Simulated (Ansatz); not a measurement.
# Clamped-ion strain scan in P

These are results of DFT PBEsol, scalar-relativistic, plane waves, PAW (Ansatz), not measurements. The runs took a 420 eV cutoff, a Γ-centred 8×1×6 mesh and Gaussian smearing (0.05 eV). No spin polarisation. Energies are free energies at this smearing, counted from the undisturbed cell; pressure is positive in compression.

The undisturbed cell (as given, not relaxed at this level; it stands at 0.0 GPa; this form isn't the usual structure):

```
P
1.0
     3.28373    0.00000    0.00000
     0.00000   34.85703    0.00000
     0.00000    0.00000    4.63208
P
4
Direct
  0.00000 0.97026 0.59215
  0.00000 0.02974 0.40785
  0.50000 0.02974 0.09215
  0.50000 0.97026 0.90785
```

The cell holds layers and no dispersion correction was added, so their binding is poorly described.

The cell is strained by ε times the Voigt pattern (1, 1, 0, 0, 0, 0) (xx, yy, zz, yz, xz, xy; engineering shear) with fractional coordinates fixed.

| ε | ΔE (meV/atom) |
| --- | --- |
| -0.1500 | 751.0 |
| -0.1125 | 382.2 |
| -0.0750 | 153.1 |
| -0.0375 | 33.9 |
| 0.0000 | 0.0 |
| 0.0375 | 31.3 |
| 0.0750 | 111.5 |
| 0.1125 | 227.6 |
| 0.1312 | 295.8 |
| 0.1500 | 369.8 |

Problem. Predict the gap on the mesh (eV) at each point.

Solution.
```csv
ε,gap on the mesh (eV)
-0.1500,0.34
-0.1125,0.73
-0.0750,0.87
-0.0375,1.00
0.0000,0.88
0.0375,0.74
0.0750,0.62
0.1125,0.45
0.1312,0.31
0.1500,0.20
```